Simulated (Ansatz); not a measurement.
Mo:
```
CELL_PARAMETERS angstrom
     -1.57186     1.57186     1.57186
      1.57186    -1.57186     1.57186
      1.57186     1.57186    -1.57186
ATOMIC_POSITIONS crystal
  Mo 0.00000 0.00000 0.00000
```

Relaxed with r²SCAN+D4. Special points in fractions of this cell's reciprocal vectors: Γ (0.000, 0.000, 0.000); H (0.500, -0.500, 0.500); N (0.000, 0.000, 0.500); P (0.250, 0.250, 0.250).

Question: List the band energies nearest the Fermi level at these points for r²SCAN+D4 in the plane-wave PAW code Ansatz.

Answer: In eV from the Fermi level; about four levels below and three above (degenerate sets whole), none deeper than 8.9 eV; … stands for higher levels left out; points with the same levels are listed once.

```
k                    below        above
-  -----------------------  -----------
Γ  -7.68 -1.45 -1.45 -1.45            …
H              -5.70 -5.70            …
N              -5.63 -3.62  1.58 1.89 …
P        -2.83 -2.83 -2.83            …
```

Space group Im-3m (bcc (W type)). The r²SCAN+D4 relaxation kept the symmetry of its start. No spin polarisation was allowed. The pairwise dispersion correction was not fitted to metals. Spin–orbit coupling is left out wherever it is not named.

Potentials: the later of the program's two PAW sets.
